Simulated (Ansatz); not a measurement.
## Find the missing element

Cell vectors (Å):

```
0.0000 2.6945 2.6945
2.6945 0.0000 2.6945
2.6945 2.6945 0.0000
```

```json
{"atom": "Si", "a": "0.2500", "b": "0.2500", "c": "0.2500"}
{"atom": "Si", "a": "0.7500", "b": "0.7500", "c": "0.7500"}
{"atom": "X", "a": "0.0000", "b": "0.0000", "c": "0.0000"}
```

The calculation used PBEsol, all-electron LAPW in Ansatz 0.2.0, scalar-relativistic. k mesh 12×12×12, strains of ±0.008, Fermi-Dirac smearing of 0.080 eV.

Elastic constants of a crystal by Kohn-Sham DFT: slopes of the stress over finite engineering strains of the given cell, Voigt indices, Cartesian axes as in the cell vectors.

```
index  elastic (GPa)
   11          199.4
   12          138.8
   44             76
```

Task: All X atoms are one element. Which one was computed?

Result: Ni; the crystal is Si₂Ni (Fm-3m).

Limits of these numbers: responses of metals move with mesh and smearing.
